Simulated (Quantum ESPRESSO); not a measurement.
Kohn-Sham bands of Sr2NCl (R-3m)

```
Sr2NCl
1.0
   -1.94655     3.37151     0.00000
   -3.89309     0.00000     0.00000
   -1.94655     1.12384     7.03882
Sr N Cl
2 1 1
Cartesian
 -1.94655   1.12384   2.17350
  1.94655  -1.12384  -2.17350
 -3.89309   2.24768   3.51941
  0.00000   0.00000   0.00000
```

Materials Project entry mp-23033; symmetrised, unrelaxed at this level. COD (Crystallography Open Database) has an entry of this formula and space group (matched by these alone). Method: PBEsol plane waves in Quantum ESPRESSO 7.5 (PseudoDojo norm-conserving files, 68 Ry, no spin polarisation, no spin-orbit coupling), Bloch states on a 6×6×6 mesh through Γ, Wannier90 4.0.1. Density: 10×10×10 mesh, cold smearing 0.01 Ry.

Energies are relative to the valence-band maximum; weights are on the orthonormalised atomic waves of the pseudopotential files, averaged over the group. 32 electrons a cell are treated as valence.

**Question.** Into which isolated groups do the bands fall, where do they lie and what are they made of?

**Answer.** 
```csv
bands,from (eV),to (eV),filling,weight on atomic waves
1–2,-33.79,-33.69,filled,Sr 4s 98 %
3–9,-16.93,-15.10,filled,"Sr 4p 83 %, Cl 3s 14 %"
10,-10.39,-10.15,filled,"N 2s 84 %, Sr 4p 7 %, Sr 5s 7 %"
11–13,-5.24,-3.71,filled,Cl 3p 94 %
14–16,-1.41,0.00,filled,"N 2p 79 %, Sr 5s 7 %"
```

The Kohn-Sham gap over both meshes and the path is 1.83 eV.
